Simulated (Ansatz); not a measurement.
**LaYMg4: Sc on a Y site**

Computed with the plane-wave PAW code Ansatz (scalar-relativistic, PAW set soft_2): PBEsol, no spin polarisation, 420 eV cutoff, k-mesh 3×3×3.

The relaxed host crystal (no gap at this level of theory):

```
CELL_PARAMETERS angstrom
0.00000 4.28537 4.28537
4.28537 0.00000 4.28537
4.28537 4.28537 0.00000
ATOMIC_POSITIONS crystal
La 0.25000 0.25000 0.25000
Mg 0.62531 0.12406 0.62531
Mg 0.62531 0.62531 0.12406
Mg 0.62531 0.62531 0.62531
Mg 0.12406 0.62531 0.62531
Y 0.00000 0.00000 0.00000
```

Supercell of 24 atoms, rows of the matrix [[-1,-1,1],[1,-1,1],[-1,1,1]] times the cell vectors; Sc on a Y site at (0.000, 0.000, 0.000) in fractions of the cell above. Atoms are relaxed at the host's cell, from a start shaken by 0.05 Å near the defect. The cell loses 1 of its 4 Y, so this is a heavily doped crystal.

Distances from the Sc atom (Å), by shell of the perfect crystal:

```csv
shell,perfect crystal,"relaxed, charge 0"
12 Mg,3.55,3.54 (3.51 to 3.56)
4 La,3.71,3.68 (3.66 to 3.70)
```

```json
{"charge": "0", "gap of the cell on the mesh (eV)": "0.00"}
```

Formation energy of the neutral defect: 0.41 eV, taking atoms from and to the elements' standard states (no corrections for gases), so it belongs to those chemical potentials alone.

Caveats: small supercell, so energies and levels can be off by tenths of an eV; one random start near the defect, so other minima are possible.
